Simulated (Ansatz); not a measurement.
TiN (rock salt) is sheared across one {100} plane: the third cell vector gains the shift, so faults repeat every 6.3 Å. The cut lies between planes 2.12 Å apart; the cell height is held.

```xyz
6
Lattice="2.9928 0.0000 0.0000 0.0000 2.9928 0.0000 1.4964 1.4964 6.3488" Properties=species:S:1:pos:R:3 pbc="T T T"
N      1.2470     1.2470     5.2906
N      1.2470     1.2470     1.0581
N      2.7434     2.7434     3.1744
Ti     2.7434     2.7434     5.2906
Ti     2.7434     2.7434     1.0581
Ti     1.2470     1.2470     3.1744
```

In-plane vectors a = (2.993, 0.000) Å, b = (0.000, 2.993) Å, area 8.96 Å². The shift is s times the vector a + b (length 4.233 Å), so s = 1 restores the start. Atoms relax along the normal only. γ = [E(shift) − E(0)] / area.

Method: r2SCAN (plane waves to 500 eV, PAW, scalar-relativistic; Ansatz, a program for electronic structure). k mesh 13×13×13 (Γ-centred), Fermi-Dirac smearing 0.05 eV. Energies are extrapolated to zero smearing. Compression counts positive. Some relaxations began with atoms very close together and may have settled on another branch. With partly filled bands, the k mesh leaves noise in γ, roughly 0.02 J/m² as judged from a few cases. Faults lie only 6.3 Å apart, and holding the cell height raises γ above its relaxed value. TiN is run without spin polarisation. TiN was relaxed with its symmetry unable to fall. γ is measured from zero shift.

| shift (Å) | γ (J/m²) | σ normal to the fault (GPa) |
|---|---|---|
| 0.000 | 0.00 | 0.3 |
| 0.353 | 0.51 | 1.9 |
| 0.705 | 1.84 | 10.7 |
| 1.058 | 3.48 | 30.2 |
| 1.411 | 4.94 | 50.8 |
| 1.764 | 5.91 | 67.0 |
| 2.116 | 6.22 | 72.6 |
| 2.469 | 5.91 | 67.0 |
| 2.822 | 4.94 | 50.8 |
| 3.174 | 3.48 | 30.2 |
| 3.527 | 1.84 | 10.7 |
| 3.880 | 0.51 | 1.9 |

Derived quantities:

```
Item                                                                             Value
------------------------------------------------------------  ------------------------
Highest computed γ on the line                                               6.22 J/m²
Position of the highest point                                                s = 0.500
Local minima between the ends                                 no computed point is one
Steepest slope dγ/d(shift) before the first maximum (spline)                    47 GPa
```

(The slope of γ gives the shear force per area between the displaced halves; near zero shift its curvature is an elastic stiffness.)
